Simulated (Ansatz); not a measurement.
With PBE+D3(BJ) (plane waves, PAW; program Ansatz), Sb in the cubic phase (I-43m; Sb on 8c) relaxes to a = 6.616 Å. Sb has 3 nearest neighbours from 2.89 Å (trigonal pyramidal).

The Kohn–Sham gap is 0.15 eV (direct). The valence maximum lies at Γ and the conduction minimum at Γ. Gap from PBE+D3(BJ) with spin–orbit coupling: none (metallic).

The bulk modulus is 12.2 GPa.

The start of the workflow was typed in or built on a structure type; neither database checked (COD, Materials Project) lists it. It is not the phase usual at ambient conditions (space group No. 166). The cell was relaxed with PBE+D3(BJ) under the symmetry of its start; whether a distortion lowers the energy is not shown. Scalar-relativistic: spin–orbit coupling is off unless named, which matters more the heavier the elements.

Potentials: the later of the program's two PAW sets.
